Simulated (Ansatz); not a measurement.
Q: Hf (hcp (Mg type), space group No. 194) is relaxed with DFT-r²SCAN+D4 in the program Ansatz with PAW potentials. What lattice parameters of the conventional cell result?

A: a = 3.194 Å, c = 5.039 Å.

Space group P6_3/mmc (hcp (Mg type)). Symmetry was held in the r²SCAN+D4 relaxation. No spin polarisation was allowed. The pairwise dispersion correction was not fitted to metals. Axis ratios of metals converge slowly with the k-mesh, so a and c are less sure than the volume. Scalar-relativistic: spin–orbit coupling is off unless named, which matters more the heavier the elements.

Potentials: the later of the program's two PAW sets.
